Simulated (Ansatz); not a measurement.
**MoRu, first-principles data**

MoRu:
```yaml
crystal:
  lattice:
    - [2.74544, 0.00000, 0.00000]
    - [0.00000, 2.74544, 0.00000]
    - [0.00000, 0.00000, 3.80658]
  atoms:
    - { symbol: Ru, position: [0.00000, 0.00000, 0.00000] }
    - { symbol: Mo, position: [0.50000, 0.50000, 0.50000] }
```

Space group P4/mmm (No. 123), L1₀ or tetragonal B2; conventional cell a = b = 2.745 Å, c = 3.807 Å, α = β = γ = 90.00°.

Method: PBEsol (plane waves, PAW; program Ansatz). Geometry: relaxed at this level of theory. Other levels are named where they apply.

Cell and energy:

```
Quantity                                                       Value
-----------------------------------------------------  -------------
Volume per atom                                             14.35 Å³
Density                                                  11.40 g/cm³
Formation energy from the elements (no fitted shifts)  0.064 eV/atom
```

Electronic structure:

```
Quantity                                                                   Result
------------------------------------  -------------------------------------------
Electronic character                                            metallic (no gap)
Density of states at the Fermi level  1.1 states/eV per atom (mean over ±0.08 eV)
Gap with spin–orbit coupling                                      none (metallic)
```

Mechanics:

```
Property                                                                                                  Value
--------------------------------------------  -----------------------------------------------------------------
Bulk modulus (Birch–Murnaghan fit)                                                                    3040 kbar
Pressure derivative B′                                                                                      4.4
Elastic constants (relaxed ions, GPa)         C11 = 531, C12 = 128, C13 = 244, C33 = 440, C44 = 166, C66 = 82.3
Mechanical stability                                                     stable (all eigenvalues of C positive)
Hill bulk and shear moduli                                                                      304 and 134 GPa
Young's modulus                                                                                         350 GPa
Poisson's ratio                                                                                            0.31
Debye temperature from the elastic constants                                                              469 K
```

Phonons:

```
Item                                           Result
-----------------------------  ----------------------
Highest zone-centre frequency                216 cm⁻¹
Zone-centre stability          no imaginary mode at Γ
```

The start of the workflow was typed in or built on a structure type; neither database checked (COD, Materials Project) lists it. Whether it is the stable phase at ambient conditions was not checked. The cell was relaxed with PBEsol under the symmetry of its start. The run is not spin-polarised. As this level gives no gap, shear constants depend on the k-mesh and smearing (Fermi–Dirac, 0.1 eV here). As this level gives no gap, phonon frequencies hold no LO–TO term and depend on the k-mesh and smearing (Fermi–Dirac, 0.1 eV here). Axis ratios of metals converge slowly with the k-mesh, so a and c are less sure than the volume. On the denser mesh and wider smearing of the elastic run this cell carries a stress of 0.3 GPa. The references are the lowest solids computed at this level, not always the standard phases. Spin–orbit coupling is left out wherever it is not named.

Potentials: the earlier of the program's two PAW sets. The files were generated under PBE; for other functionals the program regenerates the frozen cores, and for LDA and PBEsol the local potential too.
